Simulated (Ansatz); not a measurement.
A generator proposed this cell of YVC₄N₄.

Space group P-43m (No. 215). a = 6.116 Å, b = 6.116 Å, c = 6.116 Å, α = 90.00°, β = 90.00°, γ = 90.00°
| atom | site | symmetry | x | y | z |
| --- | --- | --- | --- | --- | --- |
| Y | 1b | -43m | 0.5000 | 0.5000 | 0.5000 |
| V | 1a | -43m | 0.0000 | 0.0000 | 0.0000 |
| C | 4e | .3m | 0.1810 | 0.1810 | 0.1810 |
| N | 4e | .3m | 0.2914 | 0.2914 | 0.2914 |

Theory: DFT PBE, scalar-relativistic, plane waves, PAW (Ansatz 0.2.0). Settings: cutoff 420 eV, Γ-centred mesh 4×4×4 on the computed 10-atom cell, Gaussian smearing of 0.10 eV; collinear spin from starting moments 0.0 2.0 0.0 0.0 0.0 0.0 0.0 0.0 0.0 0.0 μB.

Formation energies are uncorrected and refer to the elements' standard structures at the same level (N₂ as a molecule).

Task: Estimate its pressure, forces and energy as it stands.

Result: The pressure is 5.4 GPa (it wants to expand), the largest force is 1.94 eV/Å, and the energy is +0.08 eV/atom against the elements. The shortest distance is 1.17 Å.

Task: Is it a good guess?

Result: A good one: relaxing gains under 0.03 eV/atom in 9 ionic steps and ends at +0.054 eV/atom on the finer mesh. The symmetry stays P-43m (No. 215). The volume per atom grows by 6.9 %, from 22.9 to 24.5 Å³. The shortest distance goes from 1.17 Å (C–N) to 1.19 Å (C–N). Conventional cell: a = 6.253 Å. Y has 4 N at 2.24 Å; V has 4 C at 1.98 Å; around C lie 1 N at 1.19 Å and 1 V at 1.98 Å; N has 1 C at 1.19 Å and 1 Y at 2.24 Å.

The last run used a 6×6×6 mesh for its 10-atom cell and Gaussian smearing of 0.01 eV. The reference form of C is held partly by dispersion forces, which this level lacks. Trial moments died out on the coarse mesh, so the last step has no spin; another magnetic start might hold. The relaxation can't lower the symmetry of the start, and the grade says only how near the guess is to its own end. A structure relaxed within its symmetry needn't be a true minimum.
